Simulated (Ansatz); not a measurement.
The start is a relaxed Ru cell, doubled along one cell vector, shaken by Gaussian noise of σ = 0.08 Å a coordinate. The cell and all atomic positions are relaxed at zero pressure with r2SCAN (plane waves to 500 eV, PAW, scalar-relativistic; Ansatz, a first-principles code). The first steps use a coarse 8×15×15 k-mesh.

Input geometry:
```yaml
crystal:
  lattice:
    - [-3.03269, 3.03269, 3.03269]
    - [1.51635, -1.51635, 1.51635]
    - [1.51635, 1.51635, -1.51635]
  atoms:
    - { symbol: Ru, position: [0.02031, 0.98605, 0.05497] }
    - { symbol: Ru, position: [0.50090, 0.95110, 0.97076] }
```

Task: What is the largest force in the starting geometry, and on which atom (counted from 1)?

Result: 1.44 eV/Å, on Ru1, Ru2 (atoms numbered as listed).

Task: By how much does the energy per atom fall from start to end?

Result: 0.64 eV/atom.

Task: How does the volume change?

Result: -3.1 %, from 13.95 to 13.51 Å³/atom.

Task: Does it find its way back to the structure it was made from?

Result: It does not go back: it reaches P6₃/mmc (No. 194), hcp (Mg type), 0.65 eV/atom below the parent.

Task: How do the shortest distances between atoms change?

Result: The closest pairs of elements (up to four, under 3.6 Å), start → end: Ru–Ru 2.49 → 2.64 Å.

Task: What does it relax into? Give the structure.

Result: 
```cif
data_Ru2
_chemical_formula_sum 'Ru2'
_space_group_name_H-M_alt 'P63/mmc'
_space_group_IT_number 194
_space_group_name_Hall '-P 6c 2c'
_cell_length_a 2.70581
_cell_length_b 2.70581
_cell_length_c 4.26228
_cell_angle_alpha 90.000
_cell_angle_beta 90.000
_cell_angle_gamma 120.000
loop_
_atom_site_label
_atom_site_type_symbol
_atom_site_symmetry_multiplicity
_atom_site_Wyckoff_symbol
_atom_site_fract_x
_atom_site_fract_y
_atom_site_fract_z
_atom_site_occupancy
Ru1 Ru 2 c 0.33333 0.66667 0.25000 1
```

Final values are on a 20×20×11 k-mesh of the relaxed cell. No spin polarisation in the result.

The run could not lose the symmetry of its start.

Of the parent cell (Im-3m (No. 229)): it is a generated cell of Ru: the first start was made by placing the elements on the sites of a structure type, and the end was not matched to a known phase here, so it may be hypothetical. Known forms of Ru include space group No. 194.
